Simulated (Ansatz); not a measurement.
The end point of a relaxation of K. These are PBEsol (plane waves to 420 eV, PAW, scalar-relativistic; Ansatz, a quantum-chemistry and plane-wave program) values and carry that method's errors.

```cif
data_K
_chemical_formula_sum 'K1'
_space_group_name_H-M_alt 'P 1'
_space_group_IT_number 1
_cell_length_a 4.64941
_cell_length_b 4.64941
_cell_length_c 4.64941
_cell_angle_alpha 60.000
_cell_angle_beta 60.000
_cell_angle_gamma 60.000
loop_
_space_group_symop_operation_xyz
  'x, y, z'
loop_
_atom_site_label
_atom_site_type_symbol
_atom_site_fract_x
_atom_site_fract_y
_atom_site_fract_z
_atom_site_occupancy
K1 K 0.00000 0.00000 0.00000 1
```

Question: Determine the symmetry and give the standard cell with its independent sites.

Answer: Space group Fm-3m (No. 225); a = 6.5753 Å, b = 6.5753 Å, c = 6.5753 Å, α = 90.00°, β = 90.00°, γ = 90.00°

```tsv
atom	site	symmetry	x	y	z
K	4a	m-3m	0.0000	0.0000	0.0000
```

This is the fcc (Cu type).

Question: Give the shortest distances between elements (the closest pairs, up to four, under 3.6 Å).

Answer: .

| Quantity | Result |
|---|---|
| Volume per atom | 71.07 Å³ |
| Density | 0.91 g/cm³ |
| Band gap | zero (metallic) |

No spin polarisation in the result.

The run could not lose the symmetry of its start.

The relaxed structure has the type that K is known to take under pressure; here it was relaxed at zero pressure, from a generated start.
